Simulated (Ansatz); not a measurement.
Method: DFT PBE, scalar-relativistic, plane waves, PAW in Ansatz 0.2.0. Settings: cutoff 420 eV, Γ-centred meshes spaced at most about 0.3 Å⁻¹, and about 0.25 Å⁻¹ or finer for metals (2π included), Gaussian smearing. No spin polarisation in the final relaxations.

These are static total energies at zero pressure.

Compare these two cells of BiN, each relaxed at this level.

A.

```yaml
crystal:
  lattice:
    - [0.00000, 2.57269, 2.57269]
    - [2.57269, 0.00000, 2.57269]
    - [2.57269, 2.57269, 0.00000]
  atoms:
    - { symbol: Bi, position: [0.00000, 0.00000, 0.00000] }
    - { symbol: N, position: [0.50000, 0.50000, 0.50000] }
```

B.

```yaml
crystal:
  lattice:
    - [3.48895, 0.00000, 0.00000]
    - [-1.74447, 3.02152, 0.00000]
    - [0.00000, 0.00000, 3.26803]
  atoms:
    - { symbol: Bi, position: [0.00000, 0.00000, 0.50000] }
    - { symbol: N, position: [0.66667, 0.33333, 0.00000] }
```

Question: Which form is favoured at zero pressure, and by what margin per atom?

Answer: A is lower, by 218 meV/atom. A has the rock salt type, space group Fm-3m (No. 225), 17.0 Å³/atom and a gap of 0.17 eV on its mesh; B has the tungsten carbide type, space group P-6m2 (No. 187), 17.2 Å³/atom and no gap. Counting N atoms around Bi (those within 1.25 times the shortest such distance or 1.15 times the sum of covalent radii; the shortest distance is added where it is long for a bond), A has Bi 6 and B has Bi 6 from 2.6 Å. Even the lower one lies +0.80 eV/atom against the reference forms of the elements (uncorrected), so neither is stable at this level. In A, Bi has 6 N at 2.57 Å; N is surrounded by 6 Bi at 2.57 Å. In B, Bi is surrounded by 6 N at 2.59 Å; around N lie 6 Bi at 2.59 Å. Both come from invented guesses.

These runs have no spin–orbit coupling, which can matter for Bi. Kohn–Sham gaps at this level usually fall short of measured ones. The missing spin–orbit coupling can work the other way here. Cells relaxed within their symmetry can be saddle points.
